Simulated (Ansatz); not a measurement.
MgO:
```yaml
crystal:
  lattice:
    - [0.00000, 2.10710, 2.10710]
    - [2.10710, 0.00000, 2.10710]
    - [2.10710, 2.10710, 0.00000]
  atoms:
    - { symbol: Mg, position: [0.50000, 0.50000, 0.50000] }
    - { symbol: O, position: [0.00000, 0.00000, 0.00000] }
```

Relaxed with PBEsol. Special points in fractions of this cell's reciprocal vectors: Γ (0.000, 0.000, 0.000); X (0.500, 0.000, 0.500); U (0.625, 0.250, 0.625); K (0.375, 0.375, 0.750); L (0.500, 0.500, 0.500); W (0.500, 0.250, 0.750).

### Question
List the band energies nearest the valence-band maximum at these points for PBEsol (plane waves, PAW; program Ansatz).

### Answer
In eV from the valence-band maximum; about four levels below and three above (degenerate sets whole), none deeper than 8.9 eV; … stands for higher levels left out; points with the same levels are listed once.

```csv
k,below,above
Γ,0.00 0.00 0.00,4.62 …
X,-4.11 -1.35 -1.35,8.95 …
U,-3.52 -2.74 -1.15,9.94 …
L,-4.66 -0.66 -0.66,7.74 …
W,-2.98 -2.98 -1.79,…
```

Space group Fm-3m (rock salt). The PBEsol relaxation kept the symmetry of its start; phonons on a q-mesh show no instability.

Potentials: the later of the program's two PAW sets.
